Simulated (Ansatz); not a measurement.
BAs:
```
CELL_PARAMETERS angstrom
      0.00000     2.38584     2.38584
      2.38584     0.00000     2.38584
      2.38584     2.38584     0.00000
ATOMIC_POSITIONS crystal
  B  0.25000 0.25000 0.25000
  As 0.50000 0.50000 0.50000
```

Relaxed with HSE06. Special points in fractions of this cell's reciprocal vectors: Γ (0.000, 0.000, 0.000); X (0.500, 0.000, 0.500); U (0.625, 0.250, 0.625); K (0.375, 0.375, 0.750); L (0.500, 0.500, 0.500); W (0.500, 0.250, 0.750).

Question: List the band energies nearest the valence-band maximum at these points for DFT-HSE06 in the program Ansatz with PAW potentials.

Answer: In eV from the valence-band maximum; about four levels below and three above (degenerate sets whole), none deeper than 8.9 eV; … stands for higher levels left out; points with the same levels are listed once.

```
k           below            above
-  --------------  ---------------
Γ  0.00 0.00 0.00   4.12 4.12 4.12
X     -4.49 -4.49      2.06 2.13 …
U     -6.52 -3.83  2.75 6.57 10.63
L     -2.00 -2.00   3.58 5.71 5.71
W     -6.00 -5.69   6.18 7.18 7.71
```

Space group F-43m (zinc blende). The cell was relaxed with HSE06 under the symmetry of its start. The volume moved by 17 % from the start of the relaxation. The hybrid was solved on a coarse mesh, the path and, where they were found, the r²SCAN edge points; its band edges are the extreme levels among these. Spin–orbit coupling is left out wherever it is not named.

Potentials: the later of the program's two PAW sets.
